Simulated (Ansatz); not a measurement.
Stackings of close-packed layers of Al (one atom a layer), each relaxed to a stress under 0.05 GPa; h and k mark layers whose two neighbours have the same or different letters; energies count from the stacking AB (P6_3/mmc).

Level of theory: DFT PBEsol, scalar-relativistic, plane waves, PAW in Ansatz.

Settings: cutoff 420 eV, Γ-centred mesh 18×18×4 on the computed 6-atom cell, Gaussian smearing of 0.10 eV; no spin polarisation.

Start (ABCACB (hkkhkk)):

```
CELL_PARAMETERS angstrom
2.85079 0.00000 0.00000
-1.42539 2.46885 0.00000
0.00000 0.00000 13.90892
ATOMIC_POSITIONS crystal
Al 0.00000 0.00000 0.00000
Al 0.33333 0.66667 0.16667
Al 0.66667 0.33333 0.33333
Al 0.00000 0.00000 0.50000
Al 0.66667 0.33333 0.66667
Al 0.33333 0.66667 0.83333
```

Task: Give the relaxed structure and its energy.

Result: The free energy falls by 1 meV/atom.

| Property | Result |
| --- | --- |
| excess energy (meV/atom) | -26.6 |
| excess energy on a denser mesh (meV/atom) | -25.0 |
| spacing of like layers (Å) | 2.333 |
| a (Å) | 2.834 |
| gap on the mesh (eV) | 0 |
| denser mesh | 30×30×8 |

Relaxed structure:
```yaml
crystal:
  lattice:
    - [2.83397, 0.00000, 0.00000]
    - [-1.41698, 2.45429, 0.00000]
    - [0.00000, 0.00000, 13.99989]
  atoms:
    - { symbol: Al, position: [0.00000, 0.00000, 0.00000] }
    - { symbol: Al, position: [0.33333, 0.66667, 0.16743] }
    - { symbol: Al, position: [0.66667, 0.33333, 0.33257] }
    - { symbol: Al, position: [0.00000, 0.00000, 0.50000] }
    - { symbol: Al, position: [0.66667, 0.33333, 0.66743] }
    - { symbol: Al, position: [0.33333, 0.66667, 0.83257] }
```

Small energy differences in metals hang on the k mesh (about 10 mJ/m² or 1 to 2 meV/atom on the mesh of the relaxation).

The run took 15 s on 4 threads of Arm Neoverse V1, with other jobs on the host, peak memory 0.48 GiB.